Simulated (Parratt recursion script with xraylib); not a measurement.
## X-ray reflectivity of single films on Si: where the minima fall

Model: specular X-ray reflectivity, Parratt recursion, Névot-Croce roughness, xraylib tables. Program: Parratt recursion script with xraylib 4.3.0.

Photon energy 8.048 keV (λ = 1.5406 Å), s polarisation. The grazing angle θ is scanned from 0.05° to 4° in 900 evenly spaced points, and the curve is smoothed with a Gaussian of 0.004° full width. A minimum is a scan point below both neighbours, placed by a parabola through ln R at the three points.

Each run is one film on Si (density 2.313 g/cm³, δ = 7.525 × 10⁻⁶, rms roughness 3.8 Å) under vacuum. The film surface has an rms roughness of 1.9 Å in all runs. The refractive index is n = 1 − δ + iβ. The table lists all minima between 0.55 and 3°.

| run | film | thickness d (Å) | density (g/cm³) | δ (10⁻⁶) | β (10⁻⁶) | minima at θ (°) |
|---|---|---|---|---|---|---|
| A | Ag | 100 | 8.808 | 24.65 | 2.300 | 0.603, 0.975, 1.389, 1.816, 2.249, 2.687 |
| B | Ag | 80 | 8.808 | 24.65 | 2.300 | 0.690, 1.181, 1.710, 2.252, 2.800 |
| C | Ag | 50 | 8.808 | 24.65 | 2.300 | ? |

Densities are inputs, not measurements. They were set from computed cells of the Materials Project: Ag from entry mp-124 (Fm-3m, 10.363 g/cm³, taken at 85 %); Si from entry mp-149 (Fd-3m, 2.313 g/cm³). A layer's crystal structure does not enter its constants, only its composition and density.

How many minima does run C have between 0.55 and 3°, and where?

Inside a film the fringe order is m = (2d/λ)(sin²θ − 2δ)^½, with the film's own δ. Where the film's δ lies above the substrate's, its two faces reflect with opposite signs, and minima are expected at whole m.

- Run A, δ above the substrate's: the minima give m = 1.02, 2.01, 3.01, 4.01, 5.01, 6.02.
- Run B, δ above the substrate's: the minima give m = 1.02, 2.01, 3.01, 4.02, 5.02.

In run C the film's δ lies above the substrate's, so take whole m. The window runs from m = 0.42 to 3.37 and holds m = 1, 2, 3. Then sin²θ = 2δ + (mλ/2d)² gives θ = 0.970, 1.811, 2.679°.

The run has 3 minima, at 0.982, 1.825, 2.704°. The largest distance from one of them to an estimated minimum is 0.025°, against a mean spacing of 0.861°.
